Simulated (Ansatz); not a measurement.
Generalised stacking fault of LiH (rock salt) on the {110} plane. The cell below holds the perfect crystal with the plane normal along z; tilting its third vector by the shift puts one fault into each cell, between planes 1.42 Å apart, at fixed cell height.

```
CELL_PARAMETERS angstrom
      2.83227     0.00000     0.00000
      0.00000     4.00543     0.00000
      1.41613     2.00271     4.24840
ATOMIC_POSITIONS crystal
  H  0.00000 0.00000 0.83333
  H  0.33333 0.33333 0.16667
  H  0.66667 0.66667 0.50000
  Li 0.00000 0.50000 0.83333
  Li 0.33333 0.83333 0.16667
  Li 0.66667 0.16667 0.50000
```

In-plane vectors a = (2.832, 0.000) Å, b = (0.000, 4.005) Å, area 11.34 Å². The shift is s times the vector b (length 4.005 Å), so s = 1 restores the start. The shift is rigid: no atom relaxes. γ = [E(shift) − E(0)] / area.

Computed with r2SCAN (plane waves to 500 eV, PAW, scalar-relativistic; Ansatz, a quantum-chemistry and plane-wave program). k mesh 10×10×10 (Γ-centred), Fermi-Dirac smearing 0.05 eV. Energies are extrapolated to zero smearing. Faults lie only 4.2 Å apart, and holding the cell height and the atoms raises γ above its relaxed value. LiH was relaxed with its symmetry unable to fall. The zero of γ is zero shift.

```json
[
 {"s": "0.000", "γ (mJ/m²)": "0"},
 {"s": "0.083", "γ (mJ/m²)": "201"},
 {"s": "0.167", "γ (mJ/m²)": "807"},
 {"s": "0.250", "γ (mJ/m²)": "1792"},
 {"s": "0.333", "γ (mJ/m²)": "3036"},
 {"s": "0.417", "γ (mJ/m²)": "4245"},
 {"s": "0.500", "γ (mJ/m²)": "4818"},
 {"s": "0.583", "γ (mJ/m²)": "4245"},
 {"s": "0.667", "γ (mJ/m²)": "3036"},
 {"s": "0.750", "γ (mJ/m²)": "1792"},
 {"s": "0.833", "γ (mJ/m²)": "807"},
 {"s": "0.917", "γ (mJ/m²)": "201"}
]
```

Does γ have a local minimum between the ends of the line, and at which s?

No computed point is one.

By a periodic cubic spline through the points, what shear stress does the steepest rise of γ from s = 0 correspond to?

39 GPa. A slope of 1 mJ/m² per Å is 0.01 GPa.

(The slope of γ gives the shear force per area between the displaced halves; near zero shift its curvature is an elastic stiffness.)
